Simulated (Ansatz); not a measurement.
Random displacements in AlGa₃N₄

The calculation used DFT r2SCAN, scalar-relativistic, plane waves, PAW in Ansatz. Settings: plane waves to 500 eV, k-mesh 6×6×6 (Γ-centred), Gaussian smearing 0.05 eV. No spin polarisation. Energies are free energies at this smearing, counted from the undisturbed cell; pressure is positive in compression.

Zero of the scan (as given, not relaxed at this level, and it needn't be the usual structure):

```
Al Ga N
1.0
     4.47169    0.00000    0.00000
     0.00000    4.47169    0.00000
     0.00000    0.00000    4.47169
Al Ga N
1 3 4
Direct
  0.00000 0.00000 0.00000
  0.50000 0.50000 0.00000
  0.50000 0.00000 0.50000
  0.00000 0.50000 0.50000
  0.75571 0.75571 0.24429
  0.75571 0.24429 0.75571
  0.24429 0.75571 0.75571
  0.24429 0.24429 0.24429
```

The atoms are displaced (Å, in the unstrained cell):

```
atom ux uy uz
 Al1  -0.166   0.744   0.082
 Ga2  -0.292  -0.054   0.069
 Ga3   0.074  -0.368   0.134
 Ga4  -0.130  -0.276  -0.137
  N5  -0.120   0.100  -0.270
  N6  -0.119  -0.032   0.112
  N7   0.393   0.092  -0.210
  N8   0.360  -0.205   0.220
```

The cell is not strained.

(1) What are the energy change, the stress and the forces?

Answers

(1) ΔE = 2074.6 meV/atom; stress (xx, yy, zz, yz, xz, xy; compression positive) (53.79, 23.06, 66.06, -31.15, -27.09, 25.57) GPa; gap on the mesh 0.34 eV.
| atom | Fx (eV/Å) | Fy | Fz |
| --- | --- | --- | --- |
| Al1 | 7.65 | -8.27 | 7.17 |
| Ga2 | 2.45 | 2.85 | -1.91 |
| Ga3 | 26.86 | 19.75 | -24.93 |
| Ga4 | 0.86 | 3.24 | 2.30 |
| N5 | 2.71 | -1.26 | 1.44 |
| N6 | -5.33 | 3.69 | -8.74 |
| N7 | -29.92 | -23.10 | 27.47 |
| N8 | -5.29 | 3.10 | -2.79 |

Cost: 1 run of about 1.6 core-minutes, on Arm Neoverse V2 (shared hosts).